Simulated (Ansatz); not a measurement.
KHg$_{2}$ in space group Imma (No. 74; Hg on 8h, K on 4e), DFT-PBEsol in the program Ansatz with PAW potentials, all energies at zero smearing, with the estimated change up to a 700 eV cutoff added, with one set of potentials and settings (totals compare only within such a set). Cell of 6 atoms (4 Hg, 2 K): -57705.698 eV.

```csv
element,reference phase,E (eV/atom)
Hg,"R-3m, 1 atoms in the cell",-13668.0149
K,"Im-3m, 1 atoms in the cell",-1516.0300
```

Formation energy per atom, worked out: (-57705.698 − 4×(-13668.0149) − 2×(-1516.0300))/6 = -0.263 eV/atom (-25 kJ per mol of atoms), at 0 K, without zero-point energy or fitted corrections.

The workflow started from an entry of the Crystallography Open Database (COD). Whether it is the stable phase at ambient conditions was not checked. The cell was relaxed with PBEsol under the symmetry of its start; its stability against distortions is not shown here. The references are the lowest solids computed at this level, not always the standard phases. Spin–orbit coupling is left out wherever it is not named.

Potentials: the later of the program's two PAW sets.
